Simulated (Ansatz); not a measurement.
CdS:
```yaml
crystal:
  lattice:
    - [4.12080, 0.00000, 0.00000]
    - [-2.06040, 3.56872, 0.00000]
    - [0.00000, 0.00000, 13.43660]
  atoms:
    - { symbol: Cd, position: [0.00000, 0.00000, 0.00042] }
    - { symbol: Cd, position: [0.00000, 0.00000, 0.50042] }
    - { symbol: Cd, position: [0.66667, 0.33333, 0.75023] }
    - { symbol: Cd, position: [0.33333, 0.66667, 0.25023] }
    - { symbol: S, position: [0.00000, 0.00000, 0.81259] }
    - { symbol: S, position: [0.00000, 0.00000, 0.31259] }
    - { symbol: S, position: [0.66667, 0.33333, 0.56239] }
    - { symbol: S, position: [0.33333, 0.66667, 0.06239] }
```

Relaxed with PBEsol. Special points in fractions of this cell's reciprocal vectors: Γ (0.000, 0.000, 0.000); M (0.500, 0.000, 0.000); K (0.333, 0.333, 0.000); A (0.000, 0.000, 0.500); L (0.500, 0.000, 0.500); H (0.333, 0.333, 0.500).

### Question
List the band energies nearest the valence-band maximum at these points for plane-wave PAW PBEsol (Ansatz code).

### Answer
In eV from the valence-band maximum; about four levels below and three above (degenerate sets whole), none deeper than 8.9 eV; points with the same levels are listed once.

| k | below | above |
|---|---|---|
| Γ | -0.41 -0.41 -0.40 -0.40 -0.02 0.00 0.00 | 1.05 2.63 2.79 |
| M | -1.38 -1.38 -1.35 -0.94 -0.77 | 3.01 3.23 3.82 |
| K | -1.91 -1.48 -1.48 -1.16 | 4.30 4.67 4.67 |
| A | -0.12 -0.12 -0.12 -0.12 | 1.94 1.94 2.82 2.82 |
| L | -1.26 -1.26 -0.96 -0.96 | 3.42 3.42 3.79 3.79 |
| H | -1.53 -1.53 -1.37 -1.37 | 4.36 4.36 4.72 4.72 |

Space group P6_3mc. A made-up cell: these elements were put on the sites of a structure type. Its sites differ from those of the usual phase in this space group: another stacking or structure type. The PBEsol relaxation kept the symmetry of its start; whether a distortion lowers the energy is not shown. Spin–orbit coupling is left out wherever it is not named.

Potentials: the later of the program's two PAW sets.
